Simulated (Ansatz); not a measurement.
Given:

LaSi$_{2}$Au$_{2}$:
Space group I4/mmm (No. 139); a = 4.381 Å, b = 4.381 Å, c = 10.212 Å, α = 90.00°, β = 90.00°, γ = 90.00°

```json
[
 {"atom": "La", "site": "2a", "symmetry": "4/mmm", "x": "0.0000", "y": "0.0000", "z": "0.0000"},
 {"atom": "Si", "site": "4e", "symmetry": "4mm", "x": "0.0000", "y": "0.0000", "z": "0.3841"},
 {"atom": "Au", "site": "4d", "symmetry": "-4m2", "x": "0.0000", "y": "0.5000", "z": "0.2500"}
]
```
(The calculation used a cell of 5 atoms; values per cell refer to that cell.)

This is the r²SCAN-relaxed structure.

Problem. All from DFT-r²SCAN in the program Ansatz with PAW potentials, unless another level is named. Estimate the electronic character.

Solution. metallic (no gap).

Problem. Predict the density of states at the Fermi level.

Solution. 0.27 states/eV per atom (mean over ±0.08 eV).

Problem. And the formation energy from the elements (no fitted shifts)?

Solution. -0.69 eV/atom.

The workflow started from a Materials Project entry (that database holds measured and hypothetical structures alike); the Crystallography Open Database files this formula in space group No. 139, but the cells were not matched. Whether it is the stable phase at ambient conditions was not checked. The cell was relaxed with r²SCAN under the symmetry of its start; whether a distortion lowers the energy is not shown. The references are the lowest solids computed at this level, not always the standard phases. Spin–orbit coupling is left out wherever it is not named.

Potentials: the later of the program's two PAW sets.
